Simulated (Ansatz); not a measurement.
## What DFT gives for CaRuF6

```
Ca Ru F
1.0
     5.06313    0.00000    0.00000
     0.00000    5.06313    0.00000
     0.00000    0.00000    7.40839
Ca Ru F
2 2 12
Direct
  0.00000 0.00000 0.50000
  0.00000 0.00000 0.00000
  0.50000 0.50000 0.75000
  0.50000 0.50000 0.25000
  0.21030 0.25500 0.31840
  0.74500 0.21030 0.81840
  0.78970 0.74500 0.31840
  0.25500 0.78970 0.81840
  0.78970 0.74500 0.68160
  0.25500 0.78970 0.18160
  0.21030 0.25500 0.68160
  0.74500 0.21030 0.18160
  0.34400 0.67690 0.50000
  0.32310 0.34400 0.00000
  0.65600 0.32310 0.50000
  0.67690 0.65600 0.00000
```

Method: PBEsol, no spin polarisation; PAW, plane waves to 420 eV, 6×6×5 Γ-centred mesh, gaussian occupations (width 0.0841 eV) (Ansatz 0.2.0), atoms fixed.

Question: Give the Bader charges.

Answer: Bader charges in e: Ca +1.67, Ru +2.02, F -0.63 to -0.59. In the mean Ru gives up most and F takes most.

Question: Is it stable against the elements?

Answer: -2.23 eV an atom against the elements' usual phases (free molecules for gases, crystals otherwise, with no correction for O₂ or N₂), so it is bound against them; other compounds may still compete. Relaxing would lower it.

Question: Metal or insulator?

Answer: It is a metal, with about 19 states/eV a cell as the mean within 0.25 eV of the Fermi level, mostly Ru d (67 %) and F p (30 %).

Question: Is the cell too large or too small?

Answer: The pressure is -0.2 GPa (compression positive), so with the atoms held at these fractions the cell is close to zero pressure; the forces are large, so a full relaxation may end otherwise. The principal stresses -1.0, -1.0, 1.6 GPa differ, so its shape would change too.

Origin: a known structure type with other elements, at an estimated volume, so it need not be a known compound. Caveats: many states at the Fermi level without spin polarisation, so a magnetic state may lie lower; the Fermi level lies in a narrow band between gaps, which spin or distortion may split; correlation that this level lacks may open a gap in such a compound.
